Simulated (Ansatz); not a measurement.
Input and command of a calculation in Ansatz (plane waves; scalar-relativistic PAW potentials unless the input names others):

```yaml
crystal:
  lattice:
    - [0.0, 3.6639370055, 3.6639370055]
    - [3.6639370055, 0.0, 3.6639370055]
    - [3.6639370055, 3.6639370055, 0.0]
  atoms:
    - { symbol: Na, position: [0.0, 0.0, 0.0] }
    - { symbol: Re, position: [0.121888557, 0.6260371477, 0.6260371477] }
    - { symbol: Re, position: [0.6260371477, 0.6260371477, 0.6260371477] }
    - { symbol: Re, position: [0.6260371477, 0.121888557, 0.6260371477] }
    - { symbol: Re, position: [0.6260371477, 0.6260371477, 0.121888557] }
    - { symbol: Ir, position: [0.25, 0.25, 0.25] }
basis:
  ecutwfc: 420
kpoints:
  mp_grid: { grid: [10, 10, 10] }
hamiltonian:
  xc: pbe
scf:
  occupations: { method: gaussian, width: 0.1 }
  initial_density: { chi_scale: 0.0 }
output:
  forces: true
  eigenvalues: true
  stress: true
relax:
  adjacent_minimum: "off"
  f_tol: 0.01
  max_steps: 80
  cell: { stress_tol: 0.05 }
```

```bash
ansatz run input.yaml --threads 1 --pin off --max-ram 2560MiB --backend cpu --events-out ev --progress --plain --runs-dir out
```

Abridged log:
```
Basis set: ecut = 420 eV, 1917 PW (Γ), exchange–correlation on 72×72×72 points (8 copies of the dense FFT grid, shifted against one another)
Bands: 52, of which v1, the nominal top of the filled ones, is band 43 counted from 1 (42 counted from 0)
Symmetry: 24 space group operations
k-points: 47 of 1000 (time reversal used)
SCF iter   1: F=—  HF=-56890.984292 eV  |F-HF|=—  |Δ(HF+E_count)|=         —  Δρ=5.85e-2  dr2=3.25e0  ethr=3.10e-3  ⟨swp⟩=5.6  Hψ=7575  notcnv=0
SCF iter   2: F=—  HF=-56890.316456 eV  |F-HF|=—  |Δ(HF+E_count)|=   6.68e-1  Δρ=3.36e-2  dr2=1.11e0  ethr=3.10e-3  ⟨swp⟩=2.0  Hψ=3139  notcnv=0  defer=84
SCF iter   3: F=—  HF=-56890.013206 eV  |F-HF|=—  |Δ(HF+E_count)|=   3.03e-1  Δρ=4.42e-3  dr2=3.31e-2  ethr=1.30e-3  ⟨swp⟩=2.0  Hψ=3680  notcnv=0  defer=84
SCF iter   4: F=—  HF=-56890.005606 eV  |F-HF|=—  |Δ(HF+E_count)|=   7.60e-3  Δρ=1.57e-3  dr2=5.28e-3  ethr=3.85e-5  ⟨swp⟩=2.2  Hψ=3688  notcnv=0  defer=83
SCF iter   5: F=—  HF=-56890.003682 eV  |F-HF|=—  |Δ(HF+E_count)|=   1.92e-3  Δρ=7.10e-4  dr2=8.72e-4  ethr=6.13e-6  ⟨swp⟩=2.0  Hψ=3398  notcnv=0  defer=83
SCF iter   6: F=—  HF=-56890.003375 eV  |F-HF|=—  |Δ(HF+E_count)|=   3.07e-4  Δρ=2.24e-4  dr2=6.37e-5  ethr=1.01e-6  ⟨swp⟩=2.0  Hψ=4127  notcnv=0  defer=83
SCF iter   7: F=—  HF=-56890.003324 eV  |F-HF|=—  |Δ(HF+E_count)|=   5.13e-5  Δρ=7.47e-5  dr2=4.28e-6  ethr=7.41e-8  ⟨swp⟩=2.0  Hψ=4129  notcnv=0  defer=83
SCF iter   8: F=—  HF=-56890.003322 eV  |F-HF|=—  |Δ(HF+E_count)|=   1.18e-6  Δρ=1.21e-5  dr2=2.39e-7  ethr=4.98e-9  ⟨swp⟩=2.0  Hψ=4047  notcnv=0  defer=83
   ...
SCF iter   7: F=-56890.003391 eV  HF=-56890.003391 eV  |F-HF|=7.28e-12  |Δ(HF+E_count)|=  3.64e-11  Δρ=5.22e-8  dr2=1.88e-12  ethr=1.00e-12  ⟨swp⟩=4.0  Hψ=7559  notcnv=0
SCF 3 converged in 7 iterations: F = -56890.003391 eV  dr2 = 1.88e-12
relax step   3: F+E_penalty+E_count = -56890.00339108 eV  Δ(F+E_penalty+E_count) = -6.864e-5 eV  max|allowed force component| = 1.803e-3 eV/Å  Δτ_max = 0.0003 Å  P = +0.007 GPa  Ω = 98.321 Å³  energy of the carried Pulay correction = +3.698e-5 eV  (7 SCF iters, accepted)
Initial wavefunctions: pseudopotential atomic-orbital guess (no wavefunctions were taken with the density)
SCF iter   1: F=—  HF=-56890.003407 eV  |F-HF|=—  |Δ(HF+E_count)|=         —  Δρ=1.23e-6  dr2=6.70e-10  ethr=1.21e-7  ⟨swp⟩=3.0  Hψ=13519  notcnv=0
SCF iter   2: F=—  HF=-56890.003383 eV  |F-HF|=—  |Δ(HF+E_count)|=   2.43e-5  Δρ=4.94e-7  dr2=1.07e-10  ethr=1.00e-12  ⟨swp⟩=4.0  Hψ=6525  notcnv=0
SCF iter   3: F=-56890.003383 eV  HF=-56890.003383 eV  |F-HF|=0.00e0  |Δ(HF+E_count)|=  2.91e-11  Δρ=3.12e-7  dr2=4.51e-11  ethr=1.00e-12  ⟨swp⟩=1.0  Hψ=2444  notcnv=0
SCF iter   4: F=-56890.003383 eV  HF=-56890.003383 eV  |F-HF|=7.28e-12  |Δ(HF+E_count)|=  1.46e-11  Δρ=1.29e-7  dr2=9.67e-12  ethr=1.00e-12  ⟨swp⟩=1.0  Hψ=2444  notcnv=0
SCF iter   5: F=-56890.003383 eV  HF=-56890.003383 eV  |F-HF|=1.46e-11  |Δ(HF+E_count)|=  2.91e-11  Δρ=5.05e-8  dr2=1.67e-12  ethr=1.00e-12  ⟨swp⟩=1.0  Hψ=2444  notcnv=0
SCF iter   6: F=-56890.003383 eV  HF=-56890.003383 eV  |F-HF|=0.00e0  |Δ(HF+E_count)|=  1.46e-11  Δρ=2.82e-8  dr2=4.92e-13  ethr=1.00e-12  ⟨swp⟩=1.0  Hψ=2444  notcnv=0
SCF iter   7: F=-56890.003383 eV  HF=-56890.003383 eV  |F-HF|=1.46e-11  |Δ(HF+E_count)|=    0.00e0  Δρ=1.19e-8  dr2=8.17e-14  ethr=1.00e-12  ⟨swp⟩=1.6  Hψ=5158  notcnv=0
SCF 4 converged in 7 iterations: F = -56890.003383 eV  dr2 = 8.17e-14
SCF converged after 7 iterations
Free energy (F): -56890.003383 eV
Harris-Foulkes:  -56890.003383 eV  (|F-HF|=1.46e-11)
Internal energy: -56889.978338 eV  (E = F + TS)
E sigma→0 (E₀):  -56889.990861 eV
Entropy (-TS):   -0.025045 eV (-4.174 meV/atom)
Fermi energy:    18.901013 eV
--- Forces (eV/Å), atoms counted from 1 ---
  atom   1  Na     0.00000000     0.00000000     0.00000000
  atom   2  Re     0.00180290    -0.00180290    -0.00180290
  atom   3  Re     0.00180290     0.00180290     0.00180290
  atom   4  Re    -0.00180290     0.00180290    -0.00180290
  atom   5  Re    -0.00180290    -0.00180290     0.00180290
  atom   6  Ir     0.00000000     0.00000000     0.00000000
--- Stress (GPa, compression-positive) ---
        0.007241       0.000000       0.000000
        0.000000       0.007241       0.000000
        0.000000       0.000000       0.007241
  P = ⅓ Tr σ = 0.0072 GPa (0.072 kbar)
--- Relaxed structure (3 steps of the walk, 2 accepted, 1 SCFs on fresh bases) ---
  F+E_penalty+E_count = -56890.00338289 eV   max|allowed force component| = 1.803e-3 eV/Å   (the final SCF, on the basis selected at the relaxed cell)
  cell:  # Å, volume = 98.3209 Å³
    - [0.0, 3.66329555, 3.66329555]
    - [3.66329555, 0.0, 3.66329555]
    - [3.66329555, 3.66329555, 0.0]
  atoms:
    - { symbol: Na, position: [0.0, 0.0, 0.0] }
    - { symbol: Re, position: [0.12180732, 0.62606422, 0.62606422] }
    - { symbol: Re, position: [0.62606422, 0.62606422, 0.62606422] }
    - { symbol: Re, position: [0.62606422, 0.12180732, 0.62606422] }
    - { symbol: Re, position: [0.62606422, 0.62606422, 0.12180732] }
    - { symbol: Ir, position: [0.24999999, 0.24999999, 0.24999999] }
```

Apart from outputs and empty bands, the input differs from a reference run on usual settings in scf.initial_density.chi_scale: not typed → 0.0. The reference, at the same start, ended its own course with a relaxed volume of 16.39 Å³/atom, pressure 0.01 GPa, largest force 0.003 eV/Å, no gap on the mesh. This run converged in 29 SCF iterations over all its steps (reference: 28) with an energy at zero smearing within 0.01 meV/atom of the reference's, a relaxed volume of 16.39 Å³/atom, pressure 0.01 GPa, largest force 0.003 eV/Å, no gap on the mesh.

It took 100 s on 1 thread of Arm Neoverse V2, with other jobs on the host, peak memory 0.45 GiB.